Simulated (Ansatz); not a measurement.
ZrO₂:
```cif
data_O8Zr4
_chemical_formula_sum 'Zr4 O8'
_space_group_name_H-M_alt 'Pca21'
_space_group_IT_number 29
_space_group_name_Hall 'P 2c -2ac'
_cell_length_a 5.25689
_cell_length_b 5.05007
_cell_length_c 5.07055
_cell_angle_alpha 90.000
_cell_angle_beta 90.000
_cell_angle_gamma 90.000
loop_
_atom_site_label
_atom_site_type_symbol
_atom_site_symmetry_multiplicity
_atom_site_Wyckoff_symbol
_atom_site_fract_x
_atom_site_fract_y
_atom_site_fract_z
_atom_site_occupancy
Zr1 Zr 4 a 0.46873 0.73283 0.24733 1
O1 O 4 a 0.26815 0.46189 0.00008 1
O2 O 4 a 0.63286 0.06995 0.10860 1
```

Relaxed with PBEsol. DFT-PBEsol in the program Ansatz with PAW potentials gives a gap of 3.86 eV.

Question: What gap does HSE06 give on the same cell (Ansatz, PAW)?

Answer: 5.54 eV, 1.68 eV more. The hybrid was solved on a coarser mesh and at special points; the gap given is the minimum over both.

Cost on shared cores: the PBEsol run (SCF on a 5×6×6 mesh, then bands and DOS) roughly 9 core-minutes, the HSE06 run (SCF on 3×3×3, then a few points) about 2.6 core-minutes (a rough figure); the tasks are unlike.

Space group Pca2_1. The PBEsol relaxation kept the symmetry of its start. No spin polarisation was allowed. Spin–orbit coupling is left out wherever it is not named.

Potentials: the earlier of the program's two PAW sets. The files were generated under PBE; for other functionals the program regenerates the frozen cores, and for LDA and PBEsol the local potential too.
